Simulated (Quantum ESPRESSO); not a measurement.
W7Cu, input and log of a self-consistent run

Simulated, not a measurement. The program is pw.x of Quantum ESPRESSO 7.5 (plane-wave density functional theory). The cell is made up: eight metal atoms on a body-centred cubic lattice, with elements, volume, strain and displacements drawn at random and not relaxed, so it may be unstable or far from any real phase. PseudoDojo standard norm-conserving files set the functional (PBE unless stated); there is no spin polarisation or spin-orbit coupling, the Fermi-Dirac width of 0.25 eV means electrons at about 2900 K, and the masses in the input are unused placeholders. The copper pseudopotential is less sure than most, with forces differing by about three percent and pressure by about two GPa from a second method on plain copper. Heavy elements are run without spin-orbit coupling, which real alloys of them have. A spin test at this wide smearing found no moment, but such smearing suppresses magnetism that the real alloy may have.

Input:

```
&control calculation='scf', pseudo_dir='./dojo.nc.sr.pbe.v0_5.standard.upf', outdir='./o', disk_io='minimal', tprnfor=.true., tstress=.true. /
&system ibrav=0, nat=8, ntyp=2, nbnd=76, ecutwfc=92.02030273, nosym=.true., tot_charge=0,
 occupations='smearing', smearing='fd', degauss=0.0183746611
/
&electrons conv_thr=1.470e-08, electron_maxstep=70, mixing_beta=0.5 /
ATOMIC_SPECIES
Cu 1.0 Cu.upf
W 1.0 W.upf
CELL_PARAMETERS angstrom
-0.0221 -3.0761 0.0545
3.0326 -0.0324 3.0911
-7.7092 1.401 4.7481
ATOMIC_POSITIONS angstrom
W -0.0068 -0.0635 -0.0048
W 0.0789 -0.0251 3.1857
W -3.0962 -0.0492 3.124
W -3.1276 -0.1803 6.3558
Cu 1.5301 -1.5162 1.4971
W -1.5917 -1.5599 1.7919
W -1.6158 -1.6203 4.796
W -4.5476 -1.7902 4.7001
K_POINTS automatic
8 6 3 1 1 1
```

The log is shortened where brackets say so; the opening notice, blank lines, dates and the lines on written files are dropped, and the path of the files is cut. It prints rydbergs, bohrs and kilobars, and counts compression as positive stress. Its total energy is the free energy E - TS of the whole cell.

```
     Program PWSCF v.7.5
     Parallel version (MPI & OpenMP), running on       4 processor cores
     Number of MPI processes:                 4
     Threads/MPI process:                     1
     [start-up lines left out]
     bravais-lattice index     =            0
     lattice parameter (alat)  =       5.8140  a.u.
     unit-cell volume          =     795.7181 (a.u.)^3
     number of atoms/cell      =            8
     number of atomic types    =            2
     number of electrons       =       117.00
     number of Kohn-Sham states=           76
     kinetic-energy cutoff     =      92.0203  Ry
     charge density cutoff     =     368.0812  Ry
     scf convergence threshold =      1.5E-08
     mixing beta               =       0.5000
     number of iterations used =            8  plain     mixing
     Exchange-correlation= PBE
                           (   1   4   3   4   0   0   0)
     [axes and pseudopotential details left out]
   Cartesian axes
     site n.     atom                  positions (alat units)
         1        W      tau(   1) = (  -0.0022102  -0.0206393  -0.0015601  )
         2        W      tau(   2) = (   0.0256447  -0.0081582   1.0354403  )
         3        W      tau(   3) = (  -1.0063503  -0.0159914   1.0153861  )
         4        W      tau(   4) = (  -1.0165562  -0.0586025   2.0658102  )
         5        Cu     tau(   5) = (   0.4973247  -0.4928068   0.4865988  )
         6        W      tau(   6) = (  -0.5173464  -0.5070105   0.5824169  )
         7        W      tau(   7) = (  -0.5251795  -0.5266422   1.5588322  )
         8        W      tau(   8) = (  -1.4780954  -0.5818643   1.5276621  )
     number of k points=    72  Fermi-Dirac smearing, width (Ry)=  0.0184
                       cart. coord. in units 2pi/alat
        k(    1) = (  -0.0167317  -0.0606421   0.0987235), wk =   0.0277778
        k(    2) = (   0.1486391  -0.0647054  -0.0635602), wk =   0.0277778
     [further k points left out]
     Dense  grid:    94887 G-vectors     FFT dimensions: (  36,  50, 108)
     Estimated max dynamical RAM per process >     424.59 MB
     Estimated total dynamical RAM >       1.59 GB
     Initial potential from superposition of free atoms
     starting charge     116.9961, renormalised to     117.0000
     Starting wfcs are   80 randomized atomic wfcs
     total cpu time spent up to now is        6.8 secs
     per-process dynamical memory:   351.1 Mb
     Self-consistent Calculation
     iteration #  1     ecut=    92.02 Ry     beta= 0.50
     Davidson diagonalization with overlap
     ethr =  1.00E-02,  avg # of iterations =  3.1
     total cpu time spent up to now is       25.9 secs
     total energy              =   -1426.20503162 Ry
     estimated scf accuracy    <      21.26690878 Ry
     iteration #  2     ecut=    92.02 Ry     beta= 0.50
     Davidson diagonalization with overlap
     ethr =  1.00E-02,  avg # of iterations =  4.0
     total cpu time spent up to now is       48.6 secs
     total energy              =   -1418.84524994 Ry
     estimated scf accuracy    <     322.74747697 Ry
     iteration #  3     ecut=    92.02 Ry     beta= 0.50
     Davidson diagonalization with overlap
     ethr =  1.00E-02,  avg # of iterations =  7.5
     total cpu time spent up to now is       77.9 secs
     total energy              =   -1439.25122925 Ry
     estimated scf accuracy    <      35.37097503 Ry
     iteration #  4     ecut=    92.02 Ry     beta= 0.50
     Davidson diagonalization with overlap
     ethr =  1.00E-02,  avg # of iterations =  2.0
     total cpu time spent up to now is       95.3 secs
     total energy              =   -1441.59865266 Ry
     estimated scf accuracy    <       7.05674269 Ry
     iteration #  5     ecut=    92.02 Ry     beta= 0.50
     Davidson diagonalization with overlap
     ethr =  6.03E-03,  avg # of iterations =  1.3
     total cpu time spent up to now is      110.6 secs
     total energy              =   -1441.30992993 Ry
     estimated scf accuracy    <       3.98802152 Ry
     [iterations 6 to 16 left out]
     iteration # 17     ecut=    92.02 Ry     beta= 0.50
     Davidson diagonalization with overlap
     ethr =  4.82E-09,  avg # of iterations =  2.6
     total cpu time spent up to now is      312.9 secs
     total energy              =   -1440.97578040 Ry
     estimated scf accuracy    <       0.00000044 Ry
     iteration # 18     ecut=    92.02 Ry     beta= 0.50
     Davidson diagonalization with overlap
     ethr =  3.77E-10,  avg # of iterations =  4.6
     total cpu time spent up to now is      333.9 secs
     total energy              =   -1440.97578032 Ry
     estimated scf accuracy    <       0.00000300 Ry
     iteration # 19     ecut=    92.02 Ry     beta= 0.50
     Davidson diagonalization with overlap
     ethr =  3.77E-10,  avg # of iterations =  2.2
     total cpu time spent up to now is      350.9 secs
     total energy              =   -1440.97578050 Ry
     estimated scf accuracy    <       0.00000062 Ry
     iteration # 20     ecut=    92.02 Ry     beta= 0.50
     Davidson diagonalization with overlap
     ethr =  3.77E-10,  avg # of iterations =  1.1
     total cpu time spent up to now is      366.0 secs
     total energy              =   -1440.97578055 Ry
     estimated scf accuracy    <       0.00000004 Ry
     iteration # 21     ecut=    92.02 Ry     beta= 0.50
     Davidson diagonalization with overlap
     ethr =  3.76E-11,  avg # of iterations =  2.0
     total cpu time spent up to now is      382.7 secs
     End of self-consistent calculation
     [lines on levels left out]
!    total energy              =   -1440.97578055 Ry
     estimated scf accuracy    <          6.2E-09 Ry
     smearing contrib. (-TS)   =      -0.08026862 Ry
     internal energy E=F+TS    =   -1440.89551193 Ry
     The total energy is F=E-TS. E is the sum of the following terms:
     one-electron contribution =    -333.84735517 Ry
     hartree contribution      =     242.72584273 Ry
     xc contribution           =    -279.34870190 Ry
     ewald contribution        =   -1070.42529759 Ry
     convergence has been achieved in  21 iterations
     Forces acting on atoms (cartesian axes, Ry/au):
     atom    1 type  2   force =    -0.03076572    0.02291106    0.02838773
     atom    2 type  2   force =    -0.00233579   -0.00925556   -0.02908251
     atom    3 type  2   force =     0.02177992   -0.03405532    0.05883681
     atom    4 type  2   force =    -0.04333355   -0.01647269   -0.00080502
     atom    5 type  1   force =     0.00537642   -0.01950113   -0.00193210
     atom    6 type  2   force =     0.11260200   -0.01115746   -0.10353831
     atom    7 type  2   force =     0.01576114   -0.00709959   -0.04281600
     atom    8 type  2   force =    -0.07908441    0.07463070    0.09094940
     Total force =     0.237959     Total SCF correction =     0.000216
     Computing stress (Cartesian axis) and pressure
          total   stress  (Ry/bohr**3)                   (kbar)     P=      255.02
   0.00167528  -0.00018962   0.00015361          246.44      -27.89       22.60
  -0.00018962   0.00187262   0.00044492          -27.89      275.47       65.45
   0.00015361   0.00044492   0.00165294           22.60       65.45      243.16
     init_run     :      6.37s CPU      6.73s WALL (       1 calls)
     electrons    :    366.67s CPU    375.93s WALL (       1 calls)
     forces       :      3.54s CPU      3.56s WALL (       1 calls)
     stress       :     12.20s CPU     12.50s WALL (       1 calls)
     [timing details left out]
     PWSCF        :   6m28.93s CPU   6m38.89s WALL
     JOB DONE.
```

In other units: free energy -19605.474 eV for the cell, pressure 25.50 GPa, largest force component 2.895 eV/Å in size. The run took 401 s of wall time with four MPI processes on a shared machine (Intel Xeon, 2023 or later, virtual cores), so the time is rough. A rerun of this cell at a higher cutoff and on a denser mesh moved values by no more than 0.010 eV in energy, 0.09 GPa in stress and 0.007 eV/Å in force, and a second program with other atomic files agreed on that cell to 2 % rms in force and 0.5 GPa in pressure.